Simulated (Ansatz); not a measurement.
Theory: DFT PBE, scalar-relativistic, plane waves, PAW (Ansatz). Settings: cutoff 420 eV, Γ-centred meshes spaced at most about 0.3 Å⁻¹, and about 0.25 Å⁻¹ or finer for metals (2π included), Gaussian smearing. No spin polarisation in the final relaxations.

These are static total energies at zero pressure.

Two relaxed structures of Si3O2:

A.

```cif
data_structure
_symmetry_space_group_name_H-M 'P4/mmm'
_symmetry_Int_Tables_number 123
_cell_length_a 2.7750
_cell_length_b 2.7750
_cell_length_c 8.4120
_cell_angle_alpha 90.000
_cell_angle_beta 90.000
_cell_angle_gamma 90.000
_cell_volume 64.78
loop_
_atom_site_label
_atom_site_type_symbol
_atom_site_symmetry_multiplicity
_atom_site_Wyckoff_symbol
_atom_site_fract_x
_atom_site_fract_y
_atom_site_fract_z
_atom_site_occupancy
Si1 Si 2 g 0.00000 0.00000 0.30331 1
Si2 Si 1 a 0.00000 0.00000 0.00000 1
O1 O 1 b 0.00000 0.00000 0.50000 1
O2 O 1 c 0.50000 0.50000 0.00000 1
```

B.

```cif
data_structure
_symmetry_space_group_name_H-M 'P321'
_symmetry_Int_Tables_number 150
_cell_length_a 4.3547
_cell_length_b 4.3547
_cell_length_c 5.0966
_cell_angle_alpha 90.000
_cell_angle_beta 90.000
_cell_angle_gamma 120.000
_cell_volume 83.70
loop_
_atom_site_label
_atom_site_type_symbol
_atom_site_symmetry_multiplicity
_atom_site_Wyckoff_symbol
_atom_site_fract_x
_atom_site_fract_y
_atom_site_fract_z
_atom_site_occupancy
Si1 Si 3 e 0.37070 0.37070 0.00000 1
O1 O 2 d 0.33333 0.66667 0.26006 1
```

Question: Which would you expect to be lower, and how large is the difference?

Answer: A is lower, by 0.38 eV/atom. A has space group P4/mmm (No. 123), 13.0 Å³/atom and no gap on its mesh; B has space group P321 (No. 150), 16.7 Å³/atom and no gap. Counting O atoms around Si (those within 1.25 times the shortest such distance or 1.15 times the sum of covalent radii, 1.27 where that leaves under three; a slash parts the counts of unlike sites), A has Si 1/4 and B has Si 2. A holds Si–Si units of three or more atoms (shortest 2.55 Å); B holds Si–Si nets (shortest 2.39 Å). In A, Si on a site of symmetry 4mm has 1 O at 1.65 Å and 1 Si at 2.55 Å; around Si on a site of symmetry 4/mmm lie 4 O at 1.96 Å and 2 Si at 2.55 Å; O on its first site has 2 Si at 1.65 Å; 1 more site not described. In B, around Si lie 2 O at 1.91 Å and 4 Si at 2.39 Å; around O lie 3 Si at 1.91 Å. Both come from invented guesses. A third cell relaxed alike, in P4mm, lies 227 meV/atom below the lower of the two.

Weakly bound directions are ill-defined at this level, which has no dispersion term (P321), and this can change margins and order among such cells. The zero gap of P321 may come from the functional, which often closes small gaps, or the cell may be a true semimetal. Cells relaxed within their symmetry can be saddle points.
